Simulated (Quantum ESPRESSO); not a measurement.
## Calculated data, InGa₃P₄ (made-up cell)

All values are calculated (Quantum ESPRESSO 7.5). Calculation on a made-up crystal cell, not a measurement: periodic Kohn-Sham density functional theory in plane waves with PseudoDojo standard norm-conserving scalar-relativistic pseudopotentials, each functional with its own files (v0.5 for PBE, v0.4.1 for LDA and PBEsol), no spin polarisation, no spin-orbit coupling, atoms not relaxed, stress positive in tension, energies less a fixed whole-eV offset for each atom's element; levels are Kohn-Sham levels at fractions of this cell's reciprocal vectors, counted from the reference band (half the neutral cell's valence electrons, rounded up) at Gamma; error bars cover cutoff and k-mesh only, not smearing or the files; added strain carries the atoms with the cell, and shear is the tensor component; each bar is the largest change over components, and at least 0.002 eV, 0.002 eV per angstrom or 0.02 GPa; energies are for the whole cell, and the offsets were chosen from early runs and are not element reference energies.

### InGa₃P₄ (made-up cell)

```cif
# cell vector a (Å): 5.4889 0.0505 0.0224
# cell vector b (Å): 0.0505 5.3754 0.0551
# cell vector c (Å): 0.0224 0.0551 5.4915
data_InGa3P4
_symmetry_space_group_name_H-M 'P 1'
_symmetry_Int_Tables_number 1
_cell_length_a 5.4892
_cell_length_b 5.3759
_cell_length_c 5.4918
_cell_angle_alpha 88.836
_cell_angle_beta 89.527
_cell_angle_gamma 88.932
_cell_volume 161.99
loop_
_atom_site_label
_atom_site_type_symbol
_atom_site_fract_x
_atom_site_fract_y
_atom_site_fract_z
_atom_site_occupancy
In1 In 0.99790 0.00587 0.00115 1
Ga1 Ga 0.00021 0.50476 0.49026 1
Ga2 Ga 0.49093 0.01354 0.51592 1
Ga3 Ga 0.50247 0.50386 0.97971 1
P1 P 0.23993 0.24742 0.27388 1
P2 P 0.25851 0.74122 0.72353 1
P3 P 0.75707 0.23897 0.76057 1
P4 P 0.74135 0.74014 0.23819 1
```

It was run with lattice type zincblende/diamond, functional pbe, cutoff 1088 eV, fermi dirac smearing 0.025 eV, scf tolerance 1e-07 eV, electrons removed 0 and k mesh 4 x 4 x 4, shifted by half a step.

The calculation gives: free energy less offsets -2.367 eV; smearing term minus ts 0 eV; scf iterations 10; pressure 10.09 GPa; stress xx -9.761 GPa; stress yy -11.17 GPa; stress zz -9.336 GPa; stress yz 3.555 GPa; stress xz -2.566 GPa; stress xy 2.794 GPa; error bar energy 0.009266 eV; error bar stress 0.02426 GPa; error bar force 0.002 eV/Å; error bars from tighter rerun of this cell.

Atoms:
```csv
atoms element,atom site,atom energy offset (eV)
In,1,-1808
Ga,2,-2080
Ga,3,-2080
Ga,4,-2080
P,5,-189
P,6,-189
P,7,-189
P,8,-189
```

Forces:
```csv
site,x (eV/Å),y (eV/Å),z (eV/Å)
1,2.254,-1.829,1.143
2,-0.8956,0.02562,0.4877
3,1.31,-0.3993,-0.7631
4,-0.3527,-0.5853,1.013
5,1.424,0.876,-1.125
6,-0.4692,-0.3175,0.7045
7,-2.099,2.468,-2.801
8,-1.171,-0.2382,1.341
```
